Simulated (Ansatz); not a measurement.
Start of a relaxation of LiSe2:

```cif
data_structure
_symmetry_space_group_name_H-M 'P-3m1'
_symmetry_Int_Tables_number 164
_cell_length_a 3.7365
_cell_length_b 3.7365
_cell_length_c 6.0038
_cell_angle_alpha 90.000
_cell_angle_beta 90.000
_cell_angle_gamma 120.000
_cell_volume 72.59
loop_
_atom_site_label
_atom_site_type_symbol
_atom_site_symmetry_multiplicity
_atom_site_Wyckoff_symbol
_atom_site_fract_x
_atom_site_fract_y
_atom_site_fract_z
_atom_site_occupancy
Li1 Li 1 b 0.00000 0.00000 0.50000 1
Se1 Se 2 d 0.33333 0.66667 0.75635 1
```

Theory: DFT PBE+D3(BJ), scalar-relativistic, plane waves, PAW (Ansatz 0.2.0). Cutoff 420 eV, Gaussian smearing, Γ-centred meshes. Cell and atoms relax first on a coarse mesh and then on a finer one. In between, the cell is made exact in the group found at 0.06 Å. In metals the finer mesh still leaves noise of several meV/atom or more. The steps can't lower the symmetry of their start. No spin polarisation.

A guess keeps its type if space group and coordination stay and the shape of the cell changes little (axis ratios within about 15 %, angles within 6°); the volume may change.

**Question.** Does it keep its structure type, or change into something else?

**Answer.** It doesn't keep its type. The symmetry stays P-3m1 (No. 164). The volume per atom shrinks by 23.2 %, from 24.2 to 18.6 Å³. The shortest distance goes from 2.65 Å (Li–Se) to 2.56 Å (Li–Se). The ratio c/a of the conventional cell changes by a factor of 0.61. Counting neighbours within 15 % of an atom's shortest distance, the start has Li 6, Se 3 and the end Li 6, Se 3. In detail, at the end Li has 6 Se at 2.56 Å; around Se lie 3 Li at 2.56 Å and 6 Se at 2.97–3.14 Å.

```cif
data_structure
_symmetry_space_group_name_H-M 'P 1'
_symmetry_Int_Tables_number 1
_cell_length_a 4.0338
_cell_length_b 4.0338
_cell_length_c 3.9562
_cell_angle_alpha 90.000
_cell_angle_beta 90.000
_cell_angle_gamma 120.000
_cell_volume 55.75
loop_
_atom_site_label
_atom_site_type_symbol
_atom_site_fract_x
_atom_site_fract_y
_atom_site_fract_z
_atom_site_occupancy
Li1 Li 0.00000 0.00000 0.50000 1
Se1 Se 0.33333 0.66667 0.76643 1
Se2 Se 0.66667 0.33333 0.23357 1
```

The last run used a 15×15×12 mesh (in the run's order of axes) for its 3-atom cell and Gaussian smearing of 0.10 eV. An odd number of electrons in the primitive cell allows no gap without spin; a larger cell or a magnetic state could open one. The cell is a metal run without spin; a magnetic state may lie lower. A structure relaxed within its symmetry needn't be a true minimum. Another cell of LiSe2 relaxed alike, in Fm-3m, lies 108 meV/atom lower, so this cell isn't the stable form at this level.
